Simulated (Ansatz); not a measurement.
A geometry of MoS2 away from equilibrium: step 2 of the relaxation of a relaxed MoS2 cell stretched uniformly to 115 % of its volume. These are r2SCAN (plane waves to 500 eV, PAW, scalar-relativistic; Ansatz, a program for electronic structure) values and carry that method's errors. Γ-centred k-mesh 8×8×2 on the run's cell (coarser than for final values), Fermi–Dirac smearing 0.05 eV. The plane waves were selected for a different cell earlier on the path.

```xyz
6
Lattice="3.1738 0.0000 0.0000 -1.5869 2.7486 0.0000 0.0000 0.0000 13.3092" Properties=species:S:1:pos:R:3 pbc="T T T"
Mo     0.0000     1.8324     3.3273
Mo     1.5869     0.9162     9.9819
S      0.0000     1.8324     8.4810
S      1.5869     0.9162     1.8263
S      1.5869     0.9162     4.8283
S      0.0000     1.8324    11.4829
```

Q: Give the Cartesian forces on all atoms (eV/Å).

A: 
```
atom    Fx    Fy     Fz
----  ----  ----  -----
Mo1   0.00  0.00   0.00
Mo2   0.00  0.00   0.00
S3    0.00  0.00  -1.19
S4    0.00  0.00  -1.19
S5    0.00  0.00   1.19
S6    0.00  0.00   1.19
```

The path ends in P6₃/mmc (No. 194) (AFLOW prototype AB2_hP6_194_c_f (C7, as in MoS2)). No spin polarisation in the result. No dispersion correction is included, so spacings between layers, chains or molecules are soft and tend to come out too large.

The run could not lose the symmetry of its start.

Without dispersion the volume is uncertain too.
